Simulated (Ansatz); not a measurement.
Polymorphs of Sc, each relaxed with plane-wave PAW PBE (Ansatz code):

A: dhcp (α-La type) (P6_3/mmc)
a = b = 3.2906 Å, c = 10.5026 Å, α = β = 90.00°, γ = 120.00°

```
atom  site  symmetry       x       y       z
----  ----  --------  ------  ------  ------
Sc      2a      -3m.  0.0000  0.0000  0.0000
Sc      2c      -6m2  0.3333  0.6667  0.2500
```

B: diamond (Fd-3m)
a = b = c = 6.485 Å, α = β = γ = 90.00°

| atom | site | symmetry | x | y | z |
|---|---|---|---|---|---|
| Sc | 8b | -43m | 0.5000 | 0.5000 | 0.5000 |

### Question
Put the candidates in order of energy per atom at 0 K, lowest first, for PBE.

### Answer
A (+0 meV/atom), B (+1969 meV/atom)

Built on a structure type that need not be the filed one of that space group: A. Typed or built starts, not in the databases checked: B. Not the usual ambient phase: A; B. All cells were relaxed under the symmetry of their starts (and spin orders); stability against distortions was not tested throughout. Rows with no word on spin ran without spin polarisation.

Energies hold the estimated change up to a 700 eV cutoff; steps of a few meV lie near the error of the meshes.

Potentials: the later of the program's two PAW sets.
